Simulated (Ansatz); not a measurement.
**Sensitivity of the gradients in SnO with an O vacancy to the input**

Cell: a supercell of SnO (space group P4/nmm) built from a Materials Project structure (computed, not necessarily an observed phase), with all atoms left at the host's positions.

```yaml
crystal:
  lattice:
    - [7.62739, 0.00000, 0.00000]
    - [0.00000, 7.62739, 0.00000]
    - [0.00000, 0.00000, 9.77383]
  atoms:
    - { symbol: Sn, position: [0.00000, 0.25000, 0.11769] }
    - { symbol: Sn, position: [0.00000, 0.25000, 0.61769] }
    - { symbol: Sn, position: [0.00000, 0.75000, 0.11769] }
    - { symbol: Sn, position: [0.00000, 0.75000, 0.61769] }
    - { symbol: Sn, position: [0.50000, 0.25000, 0.11769] }
    - { symbol: Sn, position: [0.50000, 0.25000, 0.61769] }
    - { symbol: Sn, position: [0.50000, 0.75000, 0.11769] }
    - { symbol: Sn, position: [0.50000, 0.75000, 0.61769] }
    - { symbol: Sn, position: [0.25000, 0.00000, 0.38231] }
    - { symbol: Sn, position: [0.25000, 0.00000, 0.88231] }
    - { symbol: Sn, position: [0.25000, 0.50000, 0.38231] }
    - { symbol: Sn, position: [0.25000, 0.50000, 0.88231] }
    - { symbol: Sn, position: [0.75000, 0.00000, 0.38231] }
    - { symbol: Sn, position: [0.75000, 0.00000, 0.88231] }
    - { symbol: Sn, position: [0.75000, 0.50000, 0.38231] }
    - { symbol: Sn, position: [0.75000, 0.50000, 0.88231] }
    - { symbol: O, position: [0.25000, 0.25000, 0.50000] }
    - { symbol: O, position: [0.25000, 0.75000, 0.00000] }
    - { symbol: O, position: [0.25000, 0.75000, 0.50000] }
    - { symbol: O, position: [0.75000, 0.25000, 0.00000] }
    - { symbol: O, position: [0.75000, 0.25000, 0.50000] }
    - { symbol: O, position: [0.75000, 0.75000, 0.00000] }
    - { symbol: O, position: [0.75000, 0.75000, 0.50000] }
    - { symbol: O, position: [0.00000, 0.00000, 0.00000] }
    - { symbol: O, position: [0.00000, 0.00000, 0.50000] }
    - { symbol: O, position: [0.00000, 0.50000, 0.00000] }
    - { symbol: O, position: [0.00000, 0.50000, 0.50000] }
    - { symbol: O, position: [0.50000, 0.00000, 0.00000] }
    - { symbol: O, position: [0.50000, 0.00000, 0.50000] }
    - { symbol: O, position: [0.50000, 0.50000, 0.00000] }
    - { symbol: O, position: [0.50000, 0.50000, 0.50000] }
```

Atoms are numbered from 1 in the order listed; like atoms form one site, named after its first atom.

Reference run. Method: Kohn–Sham DFT in Ansatz, PBE, plane waves and PAW, scalar-relativistic, 420 eV cutoff, Γ-centred 3×3×2 k-points, Fermi–Dirac smearing 0.01 eV, cell charge +2.

**Question.** The input is changed as follows: `hamiltonian.xc`: pbe → pbesol; `scf.lower_state_search`: not typed → standard. What happens to V_zz (10²¹ V/m²) and η?

**Answer.** 

```
site  atom  V_zz reference  η reference  V_zz changed  η changed
 Sn1     1          -14.62         0.67        -14.32       0.70
 Sn2     2          -16.62         0.03        -16.11       0.03
 Sn3     3          -16.45         0.07        -15.94       0.07
 Sn4     4          -16.62         0.00        -16.12       0.00
 O17    17            1.08         0.00          1.06       0.00
 O18    18            1.15         0.49          1.11       0.48
 O19    19            0.87         0.10          0.84       0.11
 O23    23            1.39         0.00          1.36       0.00
 O24    24            1.87         0.15          1.83       0.14
 O25    25            1.08         0.19          1.05       0.19
```

The largest change of V_zz is on Sn3, from -16.45 to -15.94. In per cent, |V_zz| changes by -3 to -2 on Sn (all sites that start above 2). Sites with |V_zz| of 0.02 or less aren't listed. SCF iterations: 9 and 10.

On the reference run: The run isn't spin-polarised, and a state with spin may lie lower. The defect repeats with the cell of 31 atoms, so it feels its images: sites between two images don't show the values beside a lone defect, and zeros or small values of η there can come from the images' arrangement. O and Sn carry a gradient in the pure host already, so the values there aren't the defect's effect alone. A uniform background compensates the cell's charge. The defect cell has no gap above 0.1 eV on its mesh, so the values can hang on the smearing and the k-mesh. Without spin–orbit coupling (the program notes it for Sn) the gradients can shift somewhat, as the gap is small. The neighbours have not yet relaxed around the defect (largest force 0.60 eV/Å), so a real crystal will differ.
